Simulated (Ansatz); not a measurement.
Input:

Si2Mo:
Space group I4/mmm (No. 139); a = b = 3.2016 Å, c = 7.8187 Å, α = β = γ = 90.00°

| atom | site | symmetry | x | y | z |
|---|---|---|---|---|---|
| Mo | 2a | 4/mmm | 0.0000 | 0.0000 | 0.0000 |
| Si | 4e | 4mm | 0.0000 | 0.0000 | 0.3353 |
(The calculation used a cell of 3 atoms; values per cell refer to that cell.)

This is the r²SCAN-relaxed structure.

Question: All from the program Ansatz at the r²SCAN level (PAW), unless another level is named. Predict the highest zone-centre frequency.

Answer: 441 cm⁻¹.

Question: Next, the bulk modulus (Birch–Murnaghan fit)?

Answer: 217 GPa.

The r²SCAN relaxation kept the symmetry of its start; of distortions, only those at the zone centre were tested. The run is not spin-polarised. As this level gives no gap, phonon frequencies hold no LO–TO term and depend on the k-mesh and smearing (Fermi–Dirac, 0.1 eV here).

Potentials: the later of the program's two PAW sets.
